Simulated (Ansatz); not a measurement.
**One relaxed cell of NaCl at several levels**

A database entry relaxed whole under r2SCAN at zero pressure (Fm-3m, No. 225):

```
CELL_PARAMETERS angstrom
0.00000 2.80379 2.80379
2.80379 0.00000 2.80379
2.80379 2.80379 0.00000
ATOMIC_POSITIONS crystal
Na 0.00000 0.00000 0.00000
Cl 0.50000 0.50000 0.50000
```

Its volume is 22.04 Å³ an atom, -0.7 % against the entry's 22.19, which is old or was flagged in a check.

Single points on this cell with plane-wave PAW DFT (Ansatz 0.2.0; r2SCAN 500 eV, hybrids 420 eV; fermi-dirac occupations of width 0.020 eV; no moments): r2SCAN on a 10×10×10 Γ-centred mesh; HSE06 on a 8×8×8 Γ-centred mesh; PBE0 on a 8×8×8 Γ-centred mesh.

Question: How do gap, pressure and charges move from level to level?

Answer: The runs give:

```json
{"level": "r2SCAN", "gap (eV), or kind": "5.97", "pressure (GPa)": "0.0", "Bader charge of Na (e)": "+0.88", "Bader charge of Cl (e)": "-0.88"}
{"level": "HSE06", "gap (eV), or kind": "6.55", "pressure (GPa)": "0.6", "Bader charge of Na (e)": "+0.88", "Bader charge of Cl (e)": "-0.88"}
{"level": "PBE0", "gap (eV), or kind": "7.27", "pressure (GPa)": "0.6", "Bader charge of Na (e)": "+0.88", "Bader charge of Cl (e)": "-0.88"}
```

Under r2SCAN the gap is 5.97 eV, over mesh and band path. HSE06 moves it by +0.58 eV and PBE0 by +1.30 eV; PBE0 keeps its exact exchange at long range, which widens the gap over HSE06's by 0.72 eV on their common mesh.

Caveats: the relaxation kept the start's symmetry; HSE06 is read on its mesh and at the zone's corners, PBE0 on its mesh alone; hybrid pressures are good to a few tenths of a GPa; pressure is positive in compression.
